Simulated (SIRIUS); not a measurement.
Band structure of Pt (Fm-3m, 4 atoms in the cell; from Materials Project mp-126, lattice scaled a little).

```
CELL_PARAMETERS angstrom
      4.01452     0.00000     0.00000
      0.00000     4.01452     0.00000
      0.00000     0.00000     4.01452
ATOMIC_POSITIONS crystal
  Pt 0.00000 0.00000 0.00000
  Pt 0.00000 0.50000 0.50000
  Pt 0.50000 0.00000 0.50000
  Pt 0.50000 0.50000 0.00000
```

Method: PBE, GBRV PBE ultrasoft pseudopotentials (plane waves; SIRIUS).

Settings: parameters.ngridk = 8 8 8; parameters.xc_functionals = [XC_GGA_X_PBE, XC_GGA_C_PBE]; parameters.gk_cutoff = 6.325 1/bohr; parameters.pw_cutoff = 14.143 1/bohr; parameters.smearing = fermi_dirac; parameters.smearing_width = 0.00183747 Ha; potentials = GBRV PBE ultrasoft pseudopotentials; parameters.electronic_structure_method = pseudopotential; parameters.num_bands = 38; parameters.num_mag_dims = 0; parameters.num_dft_iter = 100; parameters.energy_tol = 1e-07 Ha; parameters.density_tol = 1e-06; mixer.type = anderson.

Spin-orbit coupling is left out, which matters for bands and gaps with elements this heavy. The structure comes from a collection of computed structures, made at another level of theory; the collection holds predicted forms beside known ones. Its lattice was then scaled.

Points are given in units of this cell's reciprocal vectors. Levels in eV from the Fermi level, bands 29 to 36:
| point | 29 | 30 | 31 | 32 | 33 | 34 | 35 | 36 |
|---|---|---|---|---|---|---|---|---|
| Γ (0 0 0) | 0.43 | 0.43 | 0.43 | 0.43 | 0.43 | 1.92 | 1.92 | 1.92 |
| X (0 0.5 0) | -1.76 | -1.76 | -0.77 | -0.77 | 0.43 | 0.43 | 6.65 | 6.65 |
| M (0.5 0.5 0) | -1.53 | -1.53 | -1.53 | -1.53 | 1.71 | 1.71 | 1.71 | 1.71 |
| R (0.5 0.5 0.5) | 0.03 | 0.03 | 0.03 | 0.03 | 0.03 | 0.03 | 0.03 | 0.03 |

7 bands cross the Fermi level along this path, so the cell has no gap at this level.

The labels belong to the zone of the cell as typed, which is larger than the primitive one, so the bands are folded: a gap that looks direct here can be indirect in the primitive zone.
